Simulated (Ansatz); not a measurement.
This cell of NiSi2 (fluorite type, space group Fm-3m) is off equilibrium:

```yaml
crystal:
  lattice:
    - [0.00000, 2.69483, 2.69483]
    - [2.69483, 0.00000, 2.69483]
    - [2.69483, 2.69483, 0.00000]
  atoms:
    - { symbol: Ni, position: [0.00000, 0.00000, 0.00000] }
    - { symbol: Si, position: [0.25986, 0.25986, 0.25986] }
    - { symbol: Si, position: [0.75000, 0.75000, 0.75000] }
```

These are r2SCAN (plane waves to 500 eV, PAW, scalar-relativistic; Ansatz, a quantum-chemistry and plane-wave program) values and carry that method's errors. k mesh 12×12×12 (Γ-centred), Fermi-Dirac smearing 0.05 eV. Energies are smeared free energies. Stress and pressure are positive under compression. With partly filled bands, energies and forces of such displacements shift with the k mesh and the smearing. On this mesh the relaxed cell isn't quite at rest: it carries a pressure of -0.3 GPa (compression positive) at the zero of the scan. NiSi2 is run without spin polarisation. NiSi2 was relaxed with its symmetry unable to fall. The PAW data are Ansatz's earlier set.

Q: Predict the force on every atom, in eV/Å.

A: 
```csv
atom,Fx,Fy,Fz
Ni1,0.232,0.232,0.232
Si2,-0.413,-0.413,-0.413
Si3,0.180,0.180,0.180
```

Q: In it atom 2 sits (0.053, 0.053, 0.053) Å away from its relaxed site. What is its energy relative to the relaxed cell?

A: 34 meV/cell.

(For displaced atoms, the force is minus the slope of the energy, and its curvature is a force constant, which sets phonon frequencies.)
